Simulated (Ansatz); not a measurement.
K₂LiBiCl₆:
```yaml
crystal:
  lattice:
    - [0.00000, 5.20997, 5.20997]
    - [5.20997, 0.00000, 5.20997]
    - [5.20997, 5.20997, 0.00000]
  atoms:
    - { symbol: K, position: [0.75000, 0.75000, 0.75000] }
    - { symbol: K, position: [0.25000, 0.25000, 0.25000] }
    - { symbol: Li, position: [0.50000, 0.50000, 0.50000] }
    - { symbol: Bi, position: [0.00000, 0.00000, 0.00000] }
    - { symbol: Cl, position: [0.74231, 0.25769, 0.25769] }
    - { symbol: Cl, position: [0.25769, 0.74231, 0.74231] }
    - { symbol: Cl, position: [0.25769, 0.74231, 0.25769] }
    - { symbol: Cl, position: [0.74231, 0.25769, 0.74231] }
    - { symbol: Cl, position: [0.25769, 0.25769, 0.74231] }
    - { symbol: Cl, position: [0.74231, 0.74231, 0.25769] }
```

Relaxed with r²SCAN. Special points in fractions of this cell's reciprocal vectors: Γ (0.000, 0.000, 0.000); X (0.500, 0.000, 0.500); U (0.625, 0.250, 0.625); K (0.375, 0.375, 0.750); L (0.500, 0.500, 0.500); W (0.500, 0.250, 0.750).

Q: List the band energies nearest the valence-band maximum at these points for the program Ansatz at the r²SCAN with spin–orbit coupling level (PAW).

A: In eV from the valence-band maximum; about four levels below and three above (degenerate sets whole), none deeper than 8.9 eV; points with the same levels are listed once.

| k | below | above |
|---|---|---|
| Γ | -0.64 -0.64 -0.64 -0.64 | 2.92 2.92 4.67 4.67 4.67 4.67 |
| X | -0.67 -0.67 0.00 0.00 | 3.39 3.39 5.23 5.23 |
| U | -0.79 -0.79 -0.06 -0.06 | 3.42 3.42 5.27 5.27 |
| L | -0.96 -0.96 -0.39 -0.39 | 3.27 3.27 5.08 5.08 |
| W | -0.95 -0.95 -0.94 -0.94 -0.03 -0.03 | 3.45 3.45 5.37 5.37 |

Space group Fm-3m. The workflow started from a Materials Project entry (that database holds measured and hypothetical structures alike); the Crystallography Open Database copy checked does not list it. Its standing as an ambient phase is unchecked. The r²SCAN relaxation kept the symmetry of its start; its stability against distortions is not shown here.

Potentials: the later of the program's two PAW sets.
